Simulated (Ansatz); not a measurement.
The cell below belongs to a search over invented structures; it isn't taken from experiment.

Input and command of a plane-wave DFT calculation in Ansatz:

```yaml
crystal:
  lattice:
    - [-4.45, 4.45, 2.975]
    - [4.45, -4.45, 2.975]
    - [4.45, 4.45, -2.975]
  atoms:
    - { symbol: La, position: [0.8, 0.4, 0.2] }
    - { symbol: La, position: [0.6, 0.8, 0.4] }
    - { symbol: La, position: [0.4, 0.2, 0.6] }
    - { symbol: La, position: [0.2, 0.6, 0.8] }
    - { symbol: Nb, position: [0.21, 0.21, 0.0] }
    - { symbol: Nb, position: [0.79, 0.79, 0.0] }
    - { symbol: O, position: [0.34, 0.04, 0.9] }
    - { symbol: O, position: [0.14, 0.44, 0.1] }
    - { symbol: O, position: [0.04, 0.14, 0.7] }
    - { symbol: O, position: [0.44, 0.34, 0.3] }
    - { symbol: O, position: [0.86, 0.56, 0.9] }
    - { symbol: O, position: [0.66, 0.96, 0.1] }
    - { symbol: O, position: [0.56, 0.66, 0.7] }
    - { symbol: O, position: [0.96, 0.86, 0.3] }
    - { symbol: O, position: [0.25, 0.75, 0.5] }
    - { symbol: O, position: [0.75, 0.25, 0.5] }
basis:
  ecutwfc: 420
kpoints:
  mp_grid: { grid: [3, 3, 3] }
hamiltonian:
  xc: pbe
scf:
  occupations: { method: gaussian, width: 0.15 }
  lower_state_search: "off"
output:
  forces: true
  stress: true
  eigenvalues: true
relax:
  adjacent_minimum: "off"
  f_tol: 0.08
  max_steps: 16
  cell: { stress_tol: 0.8 }
```

```bash
ansatz run input.yaml --threads 1 --pin off --max-ram 2560MiB --backend cpu --events-out ev --progress --plain --runs-dir out
```

Processor: AMD EPYC 7R43 64-Core Processor (Zen 3), 1 thread, on a host shared with other jobs.

Problem. How long does it run, and how much memory does it take?

Solution. About 91 s, peak memory 0.64 GiB. It solves 81 bands at 6 k points (after reduction by symmetry) with about 4935 plane waves (on the last cell), in 51 SCF iterations over 7 ionic steps.
